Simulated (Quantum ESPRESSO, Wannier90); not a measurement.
RbBr (rock salt), plane waves to Wannier functions

Materials Project entry mp-22867; symmetrised, unrelaxed at this level. COD (Crystallography Open Database) has an entry of this formula and space group (matched by these alone). Method: PBEsol plane waves in Quantum ESPRESSO 7.5 (PseudoDojo norm-conserving files, 37 Ry, no spin polarisation, no spin-orbit coupling), Bloch states on a 8×8×8 mesh through Γ, Wannier90 4.0.1. Density: 8×8×8 mesh, cold smearing 0.01 Ry. Spin-orbit coupling, left out, would split the p-like bands by a few tenths of an eV.

```
begin unit_cell_cart
ang
    0.0000000000    3.4559500000    3.4559500000
    3.4559500000    0.0000000000    3.4559500000
    3.4559500000    3.4559500000    0.0000000000
end unit_cell_cart
mp_grid = 8 8 8
```

Neighbour vectors b of the finite-difference formula (Å⁻¹), by shell:

```json
[
 {"shell": "1", "b_x": "0.11363", "b_y": "0.11363", "b_z": "-0.11363"},
 {"shell": "1", "b_x": "0.11363", "b_y": "-0.11363", "b_z": "0.11363"},
 {"shell": "1", "b_x": "-0.11363", "b_y": "0.11363", "b_z": "0.11363"},
 {"shell": "1", "b_x": "0.11363", "b_y": "0.11363", "b_z": "0.11363"},
 {"shell": "1", "b_x": "-0.11363", "b_y": "-0.11363", "b_z": "0.11363"},
 {"shell": "1", "b_x": "-0.11363", "b_y": "0.11363", "b_z": "-0.11363"},
 {"shell": "1", "b_x": "0.11363", "b_y": "-0.11363", "b_z": "-0.11363"},
 {"shell": "1", "b_x": "-0.11363", "b_y": "-0.11363", "b_z": "-0.11363"}
]
```

Q: Find the weights w_b from the completeness condition Σ_b w_b b_α b_β = δ_αβ.

A: Shell 1: Σ b_x² = 0.103, Σ b_y² = 0.103, Σ b_z² = 0.103 Å⁻²
Each of the three diagonal sums, weighted, has to give 1 and the off-diagonal ones 0, which holds for w_1 = 9.68 Å². Check on xx: 9.68×0.103 = 1.00.

On this mesh the 4 functions of bands 2,6-8 (valence bands; start: SCDM (isolated), conv_tol = 1.0e-6) end with spreads 1.5083, 1.5092, 1.5093, 1.5167 Å², Ω_I = 5.1775 Å² and Ω_D = 0.0000 Å².

Ω_total is the sum of the spreads, 6.043 Å². Ω_OD = Ω_total − Ω_I − Ω_D = 0.866 Å². Only (Ω_D + Ω_OD)/Ω_total = 14.3 % depends on the gauge, and another start could lower the total by that share at most. The rms radius is √(Ω_total/4) = 1.23 Å.
